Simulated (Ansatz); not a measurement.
# Ti: random displacements

Method: DFT PBEsol, scalar-relativistic, plane waves, PAW (Ansatz). Settings: plane waves to 420 eV, k-mesh 10×10×10 (Γ-centred), Gaussian smearing 0.15 eV. No spin polarisation. Energies are free energies at this smearing, counted from the undisturbed cell; pressure is positive in compression.

Reference structure (as given, not relaxed at this level; this fcc form isn't the usual structure):

```
CELL_PARAMETERS angstrom
-4.06000 4.06000 0.00000
0.00000 4.06000 -4.06000
-4.06000 0.00000 -4.06000
ATOMIC_POSITIONS crystal
Ti 0.00000 0.50000 0.50000
Ti 0.00000 0.00000 0.50000
Ti 0.00000 0.50000 0.00000
Ti 0.00000 0.00000 0.00000
Ti 0.50000 0.50000 0.50000
Ti 0.50000 0.00000 0.50000
Ti 0.50000 0.50000 0.00000
Ti 0.50000 0.00000 0.00000
```

The atoms are displaced (Å, in the unstrained cell):

| atom | ux | uy | uz |
| --- | --- | --- | --- |
| Ti1 | -0.029 | -0.473 | 0.345 |
| Ti2 | 0.087 | 0.346 | 0.176 |
| Ti3 | -0.196 | -0.672 | -0.520 |
| Ti4 | 0.362 | 0.325 | -0.159 |
| Ti5 | 0.045 | 0.257 | 0.077 |
| Ti6 | -0.396 | 0.266 | 0.283 |
| Ti7 | 0.100 | -0.049 | -0.100 |
| Ti8 | 0.027 | 0.000 | -0.102 |

Strain (Voigt, engineering shear): (-0.0071, 0.0389, 0.0009, 0.0592, -0.0302, 0.0299).

Problem. What are the energy change, the stress and the forces?

Solution. ΔE = 835.0 meV/atom; stress (xx, yy, zz, yz, xz, xy; compression positive) (13.81, 5.88, 10.51, -1.91, 0.36, -0.12) GPa.
```
atom Fx (eV/Å) Fy Fz
 Ti1      -2.48   4.29  -3.19
 Ti2      -3.97  -3.76   2.85
 Ti3       3.96   4.69   2.48
 Ti4      -1.96  -1.63   1.14
 Ti5       1.40  -4.16  -3.56
 Ti6       1.45  -0.18  -0.08
 Ti7       1.21  -0.39  -0.14
 Ti8       0.38   1.14   0.50
```

Cost: 1 run of about 7.5 core-minutes, on Arm Neoverse V1 (shared hosts).